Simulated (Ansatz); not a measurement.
MgS:
```cif
data_MgS
_chemical_formula_sum 'S1 Mg1'
_space_group_name_H-M_alt 'P 1'
_space_group_IT_number 1
_cell_length_a 3.69795
_cell_length_b 3.69795
_cell_length_c 3.69795
_cell_angle_alpha 60.000
_cell_angle_beta 60.000
_cell_angle_gamma 60.000
loop_
_space_group_symop_operation_xyz
  'x, y, z'
loop_
_atom_site_label
_atom_site_type_symbol
_atom_site_fract_x
_atom_site_fract_y
_atom_site_fract_z
_atom_site_occupancy
S1 S 0.00000 0.00000 0.00000 1
Mg1 Mg 0.50000 0.50000 0.50000 1
```

Relaxed with PBE. Independent-particle spectrum: no excitons, no local fields, no scissors shift; 0.1 eV broadening; ε₁ of the summed bands alone.

**Question.** Tabulate the dielectric function from the program Ansatz at the PBE level (PAW).

**Answer.** 

| E (eV) | ε₁ xx | ε₂ xx |
|---|---|---|
| 0.0 | 5.86 | 0.00 |
| 0.4 | 5.88 | 0.00 |
| 0.8 | 5.94 | 0.00 |
| 1.2 | 6.04 | 0.00 |
| 1.6 | 6.19 | 0.00 |
| 2.0 | 6.40 | 0.00 |
| 2.4 | 6.69 | 0.00 |
| 2.8 | 7.09 | 0.00 |
| 3.2 | 7.66 | 0.00 |
| 3.6 | 8.68 | 0.11 |
| 4.0 | 9.64 | 0.64 |
| 4.4 | 11.70 | 1.28 |
| 4.8 | 13.34 | 3.75 |
| 5.2 | 15.54 | 10.06 |
| 5.6 | 10.61 | 13.36 |
| 6.0 | 5.92 | 19.23 |
| 6.4 | -1.52 | 11.62 |
| 6.8 | -0.14 | 7.29 |
| 7.2 | 1.60 | 8.82 |
| 7.6 | -0.95 | 10.84 |
| 8.0 | -2.97 | 9.06 |
| 8.4 | -4.96 | 7.46 |
| 8.8 | -4.46 | 4.55 |
| 9.2 | -3.43 | 3.67 |
| 9.6 | -3.05 | 3.28 |
| 10.0 | -2.67 | 2.79 |
| 10.4 | -2.62 | 2.55 |
| 10.8 | -2.62 | 2.08 |
| 11.2 | -2.22 | 1.64 |
| 11.6 | -2.10 | 1.36 |
| 12.0 | -1.79 | 1.08 |

**Question.** From ε at 5.1 eV (xx: 15.92 + 7.13i), find n, k, the normal reflectivity and the absorption coefficient.

**Answer.** n = 4.08, k = 0.873, R = 39 %, α = 2kE/ħc = 450000 cm⁻¹.

With all bands, ε∞ without local fields is 5.90. DFPT, with local fields, gives 5.41.

Space group Fm-3m (rock salt). The PBE relaxation kept the symmetry of its start; phonons on a q-mesh show no instability.

Potentials: the later of the program's two PAW sets.
